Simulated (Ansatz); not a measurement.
# Convergence of ZnCu2 with the plane-wave cutoff

Method: DFT PBEsol, scalar-relativistic, plane waves, PAW (Ansatz 0.2.0).

```
Zn Cu
1.0
     2.58383    0.00000    0.00000
    -1.29191    2.23766    0.00000
     0.00000    0.00000    6.29337
Zn Cu
1 2
Cartesian
  0.0000 0.0000 0.0000
  0.0000 1.4918 4.1671
  1.2919 0.7459 2.1263
```

* Γ-centred k-mesh: 18×18×8
* occupation rule: Gaussian smearing, 0.1 eV
* spin treatment: unpolarised
* valence charge of the PAW sets: Zn 12, Cu 19

The atoms are held and the plane-wave cutoff is swept. Energies are extrapolated to zero smearing and count from the reference run, 500 eV. The cell isn't necessarily relaxed at this level. Pressure is positive in compression and holds a correction for the finite cutoff (Pulay stress).

```
cutoff (eV)  ΔE (meV/atom) P (GPa) largest change of a force component (eV/Å) plane waves at Γ
        250           2132     1.57                                       0.026               335
        300            232     1.56                                       0.007               425
        350           14.3    -1.25                                       0.001               535
        420           1.94    -1.49                                       0.000               723
        500           0.00    -1.52                                       0.000               947
```